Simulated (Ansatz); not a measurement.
A relaxed cell of Ta (Im-3m (No. 229)), relaxed on a k-mesh at least as fine as the one used below. Method: PBE (plane waves to 420 eV, PAW, scalar-relativistic; Ansatz, a first-principles code). Γ-centred k-mesh 14×14×7 on the run's cell (coarser than for final values), Fermi–Dirac smearing 0.05 eV.

```
Ta
1.0
   -1.65987     1.65987     1.65987
    1.65987    -1.65987     1.65987
    3.31973     3.31973    -3.31973
Ta
2
Direct
  0.00000   0.00000   0.00000
  0.00000   0.00000   0.50000
```

The atoms are displaced by (Å):

| atom | ux | uy | uz |
|---|---|---|---|
| Ta1 | 0.080 | 0.058 | -0.132 |
| Ta2 | -0.089 | 0.005 | 0.066 |

Problem. What forces (eV/Å) and pressure result?

Solution. 
| atom | Fx | Fy | Fz |
|---|---|---|---|
| Ta1 | -1.04 | -0.82 | 1.35 |
| Ta2 | 1.04 | 0.82 | -1.35 |

Pressure +2.7 GPa.

Problem. Estimate the energy cost of the displacement in the harmonic approximation and compare with the calculation.

Solution. For a harmonic well ΔE = −½ Σ F·u = 0.243 eV a cell, or 122 meV/atom. The calculated energy relative to the undisplaced cell is +0.12 eV/atom, so the harmonic estimate holds well.

No spin polarisation in the result.

The run that gave the undisplaced cell could not lose the symmetry of its start; a randomly shaken copy of 2 atoms returns to this structure.
